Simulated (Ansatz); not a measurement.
**Cu3Pd: do energies and stresses tell the same story?**

Method: DFT PBEsol, scalar-relativistic, plane waves, PAW in Ansatz 0.2.0.

Settings: cutoff 420 eV, Γ-centred mesh 12×12×12 on the computed 4-atom cell, Gaussian smearing of 0.10 eV; no spin polarisation.

Relaxed cell: Pm-3m, a = 3.654 Å, b = 3.654 Å, c = 3.654 Å, α = 90.00°, β = 90.00°, γ = 90.00°, 4 atoms in the primitive cell. Whether it is the stable form of this composition wasn't checked.

Energies at zero smearing and pressures from the stress tensor, at volumes with shape and atoms relaxed:
```
V (Å³/atom) E − E(first) (meV/atom) P (GPa)
     10.731                     0.00    31.51
     11.097                   -60.01    21.37
     11.463                   -98.86    12.92
     11.829                  -120.06     5.89
     12.195                  -126.56     0.02
     12.560                  -120.83    -4.85
     12.926                  -104.93    -8.90
     13.414                   -70.93   -13.22
```

Check P = −dE/dV between neighbouring volumes, and get the bulk modulus from the pressures alone.

With 1 eV/Å³ = 160.2 GPa:
| middle V (Å³/atom) | −ΔE/ΔV (GPa) | mean P (GPa) |
| --- | --- | --- |
| 10.914 | 26.283 | 26.444 |
| 11.280 | 17.014 | 17.148 |
| 11.646 | 9.283 | 9.405 |
| 12.012 | 2.848 | 2.955 |
| 12.378 | -2.510 | -2.415 |
| 12.743 | -6.963 | -6.877 |
| 13.170 | -11.171 | -11.061 |

The two differ by 0.16 GPa at most. The mean of two end pressures misses the average over a step by about ΔV² P″/12, up to 0.15 GPa here; with that taken off 0.02 GPa remains. Around V = 12.195 Å³/atom, the two neighbours give B = −V ΔP/ΔV = 12.195 × 10.74 / 0.732 = 179.0 GPa, against B0 = 177.7 GPa from the Birch–Murnaghan fit of the energies.

Cost: 9 runs of about 3.3 core-minutes in all, on Arm Neoverse V1 (shared hosts).